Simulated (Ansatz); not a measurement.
Data:

CaTl (CsCl type, space group No. 221), a = 3.819 Å, b = 3.819 Å, c = 3.819 Å, α = 90.00°, β = 90.00°, γ = 90.00°.

This is the PBEsol-relaxed structure.

Problem. All from PBEsol in the plane-wave PAW code Ansatz, unless another level is named. Give the formation energy from the elements (no fitted shifts).

Solution. -0.50 eV/atom.

Problem. Predict the density of states at the Fermi level.

Solution. 0.48 states/eV per atom (mean over ±0.08 eV).

Problem. And the gap with spin–orbit coupling?

Solution. none (metallic).

Space group Pm-3m (CsCl type). The workflow started from an entry of the Crystallography Open Database (COD). Whether it is the stable phase at ambient conditions was not checked. Symmetry was held in the PBEsol relaxation; whether a distortion lowers the energy is not shown. The references are the lowest solids computed at this level, not always the standard phases. Spin–orbit coupling is left out wherever it is not named.

Potentials: the later of the program's two PAW sets.
